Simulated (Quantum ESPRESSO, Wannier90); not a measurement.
Wannier functions of InGaAs$_{2}$ (P-4m2)

Materials Project entry mp-1223781; symmetrised, unrelaxed at this level. Not found in the COD (Crystallography Open Database) copy used; not checked further. Method: LDA plane waves in Quantum ESPRESSO 7.5 (PseudoDojo norm-conserving files, 64 Ry, no spin polarisation, no spin-orbit coupling), Bloch states on a 8×8×6 mesh through Γ, Wannier90 4.0.1. Density: 8×8×6 mesh, cold smearing 0.01 Ry. Spin-orbit coupling is left out although heavy elements are present.

On the energy scale of pw.x, whose zero is arbitrary, the Fermi level lies at 7.35 eV.

Input w.win:

```
num_bands = 23
num_wann = 16
exclude_bands = 1-20,44-46
num_iter = 1000
conv_tol = 1.0e-6
conv_window = 4
dis_num_iter = 1000
dis_conv_tol = 1.0e-6
dis_froz_max = 8.85
write_hr = true
write_u_matrices = true
begin projections
f=0.00138,0.01062,0.50358: s;p
f=0.49115,0.50048,0.00556: s;p
f=0.49260,-0.00849,-0.22895: s;p
f=-0.01167,0.50108,0.23036: s;p
end projections
begin unit_cell_cart
ang
    4.2250000000    0.0000000000    0.0000000000
    0.0000000000    4.2250000000    0.0000000000
    0.0000000000    0.0000000000    5.9621500000
end unit_cell_cart
begin atoms_frac
In   0.0000000000  0.0000000000  0.5000000000
Ga   0.5000000000  0.5000000000  0.0000000000
As   0.5000000000  0.0000000000 -0.2315200000
As   0.0000000000  0.5000000000  0.2315200000
end atoms_frac
mp_grid = 8 8 6
begin kpoints
0.0000000000 0.0000000000 0.0000000000
0.0000000000 0.0000000000 0.1666666667
0.0000000000 0.0000000000 0.3333333333
... (381 more lines: the 8x8x6 mesh through Gamma)
end kpoints
```

Input of pw2wannier90.x that gives the overlap and projection files (equivalent; here they were cut from one run over all bands):

```
&inputpp
  outdir = './out'
  prefix = 'pwscf'
  seedname = 'w'
  write_amn = .true.
  write_mmn = .true.
/
```

Output w.wout (banner and timings cut):

```
                                    ------
                                    SYSTEM
                                    ------

                              Lattice Vectors (Ang)
                    a_1     4.225000   0.000000   0.000000
                    a_2     0.000000   4.225000   0.000000
                    a_3     0.000000   0.000000   5.962150

                   Unit Cell Volume:     106.42810  (Ang^3)

                        Reciprocal-Space Vectors (Ang^-1)
                    b_1     1.487144   0.000000   0.000000
                    b_2     0.000000   1.487144   0.000000
                    b_3     0.000000   0.000000   1.053846

 *----------------------------------------------------------------------------*
 |   Site       Fractional Coordinate          Cartesian Coordinate (Ang)     |
 +----------------------------------------------------------------------------+
 | in   1   0.00000   0.00000   0.50000   |    0.00000   0.00000   2.98108    |
 | ga   1   0.50000   0.50000   0.00000   |    2.11250   2.11250   0.00000    |
 | as   1   0.50000   0.00000  -0.23152   |    2.11250   0.00000  -1.38036    |
 | as   2   0.00000   0.50000   0.23152   |    0.00000   2.11250   1.38036    |
 *----------------------------------------------------------------------------*
                                ------------
                                K-POINT GRID
                                ------------

             Grid size =  8 x  8 x  6      Total points =  384

 *---------------------------------- MAIN ------------------------------------*
 |  Number of Wannier Functions               :                16             |
 |  Number of Objective Wannier Functions     :                16             |
 |  Number of input Bloch states              :                23             |
 |  Output verbosity (1=low, 5=high)          :                 1             |
 |  Timing Level (1=low, 5=high)              :                 1             |
 |  Optimisation (0=memory, 3=speed)          :                 3             |
 |  Length Unit                               :               Ang             |
 |  Post-processing setup (write *.nnkp)      :                 F             |
 |  Using Gamma-only branch of algorithms     :                 F             |
 *----------------------------------------------------------------------------*
 *------------------------------- WANNIERISE ---------------------------------*
 |  Total number of iterations                :              1000             |
 |  Number of CG steps before reset           :                 5             |
 |  Trial step length for line search         :             2.000             |
 |  Convergence tolerence                     :         0.100E-05             |
 |  Convergence window                        :                 4             |
 |  Iterations between writing output         :                 1             |
 |  Iterations between backing up to disk     :               100             |
 |  Write r^2_nm to file                      :                 F             |
 |  Write xyz WF centres to file              :                 F             |
 |  Write on-site energies <0n|H|0n> to file  :                 F             |
 |  Use guiding centre to control phases      :                 F             |
 |  Use phases for initial projections        :                 F             |
 *----------------------------------------------------------------------------*
 *------------------------------- DISENTANGLE --------------------------------*
 |  Using band disentanglement                :                 T             |
 |  Total number of iterations                :              1000             |
 |  Mixing ratio                              :             0.500             |
 |  Convergence tolerence                     :         1.000E-06             |
 |  Convergence window                        :                 3             |
 *----------------------------------------------------------------------------*
 *-------------------------------- PLOTTING ----------------------------------*
 |  Plotting Hamiltonian in WF basis          :                 T             |
 *----------------------------------------------------------------------------*

       ... (k-mesh section left out)

 Starting a new Wannier90 calculation ...

 Reading overlaps from w.mmn

 Reading projections from w.amn

 *------------------------------- DISENTANGLE --------------------------------*
 +----------------------------------------------------------------------------+
 |                              Energy  Windows                               |
 |                              ---------------                               |
 |                   Outer:   -4.63876  to   20.61060  (eV)                   |
 |                   Inner:   -4.63876  to    8.85000  (eV)                   |
 +----------------------------------------------------------------------------+
   Number of target bands to extract:   16

                   Unitarised projection of Wannier functions
                   ------------------------------------------
   A_mn = <psi_m|g_n> --> S = A.A^+ --> U = S^-1/2.A
   In dis_project... done
   Using an inner window (linner = T)
   In dis_proj_froz... done

                   Extraction of optimally-connected subspace
                   ------------------------------------------
 +---------------------------------------------------------------------+<-- DIS
 |  Iter     Omega_I(i-1)      Omega_I(i)      Delta (frac.)           |<-- DIS
 +---------------------------------------------------------------------+<-- DIS
       1      46.76665967      40.17335483       1.641E-01    <-- DIS
       2      42.62453179      37.96093363       1.229E-01    <-- DIS
       3      39.97832994      36.47933670       9.592E-02    <-- DIS
       4      37.97278620      35.32391548       7.499E-02    <-- DIS
       5      36.43651801      34.39341572       5.940E-02    <-- DIS
       6      35.23723875      33.62988590       4.780E-02    <-- DIS
       ... (lines left out)
     101      28.88931063      28.88895685       1.225E-05    <-- DIS
       ... (lines left out)
     154      28.88613967      28.88611148       9.758E-07    <-- DIS
     155      28.88612902      28.88610205       9.337E-07    <-- DIS
     156      28.88611888      28.88609307       8.936E-07    <-- DIS

             <<<      Delta < 1.000E-06  over  3 iterations     >>>
             <<< Disentanglement convergence criteria satisfied >>>

        Final Omega_I    28.88609307 (Ang^2)

 +----------------------------------------------------------------------------+

 Writing checkpoint file w.chk... done

 *------------------------------- WANNIERISE ---------------------------------*
 +--------------------------------------------------------------------+<-- CONV
 | Iter  Delta Spread     RMS Gradient      Spread (Ang^2)            |<-- CONV
 +--------------------------------------------------------------------+<-- CONV

 ------------------------------------------------------------------------------
 Initial State
  WF centre and spread    1  (  0.008978,  0.043089,  3.000676 )     2.37079273
  WF centre and spread    2  (  0.001269,  0.000157,  2.961291 )     3.77034349
  WF centre and spread    3  ( -0.005318,  0.002407,  2.714241 )     3.74613622
  WF centre and spread    4  (  0.001935, -0.042025,  3.247493 )     3.74696547
  WF centre and spread    5  (  2.082713,  2.117388,  0.031497 )     1.96983866
  WF centre and spread    6  (  2.111964,  2.112415, -0.030652 )     3.16706876
  WF centre and spread    7  (  2.145249,  2.111435, -0.244925 )     3.21519921
  WF centre and spread    8  (  2.111200,  2.109185,  0.246198 )     3.22471638
  WF centre and spread    9  (  2.082656, -0.032720, -1.394455 )     1.56982412
  WF centre and spread   10  (  2.112030, -0.002497, -1.367854 )     2.30408160
  WF centre and spread   11  (  2.140051, -0.000901, -1.290713 )     2.28089081
  WF centre and spread   12  (  2.112177,  0.029736, -1.496419 )     2.26424457
  WF centre and spread   13  ( -0.044742,  2.117487,  1.402326 )     1.57787310
  WF centre and spread   14  ( -0.002633,  2.113281,  1.360295 )     2.30759551
  WF centre and spread   15  (  0.041351,  2.113078,  1.495526 )     2.29336644
  WF centre and spread   16  ( -0.000990,  2.108349,  1.290929 )     2.27458118
  Sum of centres and spreads ( 16.897887, 16.899863, 11.925455 )    42.08351824

      0     0.421E+02     0.0000000000       42.0835182196  <-- CONV
        O_D=      0.0940980 O_OD=     13.1033271 O_TOT=     42.0835182 <-- SPRD
 ------------------------------------------------------------------------------
      1    -0.227E+00     0.4999804272       41.8569507745  <-- CONV
        O_D=      0.0884593 O_OD=     12.8823984 O_TOT=     41.8569508 <-- SPRD
      2    -0.213E+00     0.4336858017       41.6440529493  <-- CONV
        O_D=      0.0886302 O_OD=     12.6693297 O_TOT=     41.6440529 <-- SPRD
      3    -0.161E+00     0.4129244143       41.4833105307  <-- CONV
        O_D=      0.0904468 O_OD=     12.5067706 O_TOT=     41.4833105 <-- SPRD
      4    -0.124E+00     0.3499739860       41.3595764069  <-- CONV
        O_D=      0.0918586 O_OD=     12.3816248 O_TOT=     41.3595764 <-- SPRD
      5    -0.849E-01     0.3047941614       41.2746977398  <-- CONV
        O_D=      0.0919339 O_OD=     12.2966708 O_TOT=     41.2746977 <-- SPRD
       ... (lines left out)
    100    -0.293E-01     0.1564565868       33.6717136400  <-- CONV
        O_D=      0.0516746 O_OD=      4.7339460 O_TOT=     33.6717136 <-- SPRD
       ... (lines left out)
    200    -0.378E-02     0.0626772718       32.7434847795  <-- CONV
        O_D=      0.0441099 O_OD=      3.8132818 O_TOT=     32.7434848 <-- SPRD
       ... (lines left out)
    300    -0.138E-03     0.0109879985       32.6451184926  <-- CONV
        O_D=      0.0432859 O_OD=      3.7157395 O_TOT=     32.6451185 <-- SPRD
       ... (lines left out)
    400    -0.132E-04     0.0033259437       32.6386479637  <-- CONV
        O_D=      0.0432234 O_OD=      3.7093315 O_TOT=     32.6386480 <-- SPRD
       ... (lines left out)
    480    -0.839E-06     0.0008318750       32.6382620767  <-- CONV
        O_D=      0.0432197 O_OD=      3.7089493 O_TOT=     32.6382621 <-- SPRD
    481    -0.777E-06     0.0013281688       32.6382612997  <-- CONV
        O_D=      0.0432197 O_OD=      3.7089485 O_TOT=     32.6382613 <-- SPRD
    482    -0.816E-06     0.0008158630       32.6382604832  <-- CONV
        O_D=      0.0432197 O_OD=      3.7089477 O_TOT=     32.6382605 <-- SPRD
             <<<     Delta < 1.000E-06  over  4 iterations     >>>
             <<< Wannierisation convergence criteria satisfied >>>
 Final State
  WF centre and spread    1  (  0.000990,  0.782104,  3.501738 )     2.49692873
  WF centre and spread    2  (  0.781498,  0.001159,  2.460696 )     2.49649306
  WF centre and spread    3  ( -0.780979,  0.001084,  2.460133 )     2.49529288
  WF centre and spread    4  (  0.000892, -0.781416,  3.502261 )     2.49568524
  WF centre and spread    5  (  2.111851,  2.751057,  0.488984 )     2.20361082
  WF centre and spread    6  (  1.473891,  2.111817, -0.488695 )     2.20436627
  WF centre and spread    7  (  2.750973,  2.111854, -0.488617 )     2.20405168
  WF centre and spread    8  (  2.111811,  1.473820,  0.489144 )     2.20379129
  WF centre and spread    9  (  2.111597, -0.504619, -1.743534 )     1.75750480
  WF centre and spread   10  (  1.595805, -0.000215, -1.032882 )     1.70182050
  WF centre and spread   11  (  2.630918, -0.000775, -1.035010 )     1.70133070
  WF centre and spread   12  (  2.112140,  0.504799, -1.742550 )     1.75790286
  WF centre and spread   13  ( -0.504711,  2.114591,  1.743296 )     1.75814446
  WF centre and spread   14  ( -0.000443,  2.628099,  1.031279 )     1.70133068
  WF centre and spread   15  (  0.504848,  2.114492,  1.742453 )     1.75848568
  WF centre and spread   16  ( -0.000464,  1.593310,  1.036710 )     1.70152083
  Sum of centres and spreads ( 16.900617, 16.901162, 11.925406 )    32.63826050

         Spreads (Ang^2)       Omega I      =    28.886093072
        ================       Omega D      =     0.043219747
                               Omega OD     =     3.708947664
    Final Spread (Ang^2)       Omega Total  =    32.638260483
```
